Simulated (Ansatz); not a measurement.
TaCu3Te4:
```cif
data_Cu3TaTe4
_chemical_formula_sum 'Ta1 Cu3 Te4'
_space_group_name_H-M_alt 'P-43m'
_space_group_IT_number 215
_space_group_name_Hall 'P -4 2 3'
_cell_length_a 5.96106
_cell_length_b 5.96106
_cell_length_c 5.96106
_cell_angle_alpha 90.000
_cell_angle_beta 90.000
_cell_angle_gamma 90.000
loop_
_atom_site_label
_atom_site_type_symbol
_atom_site_symmetry_multiplicity
_atom_site_Wyckoff_symbol
_atom_site_fract_x
_atom_site_fract_y
_atom_site_fract_z
_atom_site_occupancy
Ta1 Ta 1 a 0.00000 0.00000 0.00000 1
Cu1 Cu 3 d 0.00000 0.00000 0.50000 1
Te1 Te 4 e 0.25644 0.25644 0.25644 1
```

Relaxed with r²SCAN. The program Ansatz at the r²SCAN level (PAW) gives a gap of 1.32 eV.

**Question.** What gap does HSE06 give on the same cell (Ansatz, PAW)?

**Answer.** 1.79 eV, 0.47 eV more. The hybrid was solved on a coarser mesh and at special points; the gap given is the minimum over both.

| k | v1 r²SCAN | c1 r²SCAN | v1 HSE06 | c1 HSE06 |
|---|---|---|---|---|
| Γ | -0.34 | 1.62 | ___ | ___ |
| R | 0.00 | 2.17 | ___ | ___ |
| M | -0.24 | 1.63 | ___ | ___ |
| X | -0.53 | 1.31 | -0.64 | 1.79 |

**Question.** Top valence (v1) and lowest conduction level (c1) in eV from each method's valence maximum (which need not be a listed point): supply the withheld HSE06 values.

**Answer.** 
- R, v1 HSE06: 0.00
- R, c1 HSE06: 2.74
- Γ, v1 HSE06: -0.51
- Γ, c1 HSE06: 2.11
- M, v1 HSE06: -0.24
- M, c1 HSE06: 2.10

Cost on shared cores: the r²SCAN run (SCF on a 5×5×5 mesh, then bands and DOS) about 5 core-minutes (a rough figure), the HSE06 run (SCF on 3×3×3, then a few points) very roughly 5 core-minutes; the tasks are unlike.

The first step of the workflow began from a Materials Project structure, measured or hypothetical; the Crystallography Open Database copy checked does not list it. Whether it is the stable phase at ambient conditions was not checked. Symmetry was held in the r²SCAN relaxation; its stability against distortions is not shown here. The run is not spin-polarised. Scalar-relativistic: spin–orbit coupling is off unless named, which matters more the heavier the elements.

Potentials: the later of the program's two PAW sets.
